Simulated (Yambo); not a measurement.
G0W0@LDA for Rb3RhF6 (space group Fm-3m, No. 225) in Yambo. Reference settings: 2×2×2 Γ-centred k mesh, bands 5 to 282 and a 7 Ry block in the screening, 282 bands in G with the Bruneval-Gonze terminator, plasmon pole fitted at 27.2 eV. The LDA gap X → X on this mesh is 2.03 eV; G0W0 gaps are taken between the same points.

The settings were changed. The gap went from 5.72 eV to 5.87 eV, and the shift of the valence edge from -1.48 eV to -1.00 eV.

Problem. What was changed between the two runs?
(A) 76 bands in W, 76 bands in G, 4 Ry block
(B) 76 bands in W, 76 bands in G, 2 Ry block
(C) 76 bands in W, 76 bands in G, 3 Ry block
(D) 113 bands in W, 113 bands in G, no terminator

Solution. D, 113 bands in W, 113 bands in G, no terminator. The others gave (gap, valence shift): 76 bands in W, 76 bands in G, 2 Ry block: 6.64, -1.92 eV; 76 bands in W, 76 bands in G, 3 Ry block: 6.23, -1.59 eV; 76 bands in W, 76 bands in G, 4 Ry block: 6.10, -1.50 eV.

Spin-orbit coupling is not included.

Geometry of the Materials Project entry, not relaxed at this level; primitive cell a = b = c = 6.444 Å, α = β = γ = 60.00°.

The structure is a Materials Project entry; no match was found in the copy of COD used, and its stability was not checked.

A shift is the quasiparticle energy of the state minus its LDA energy.
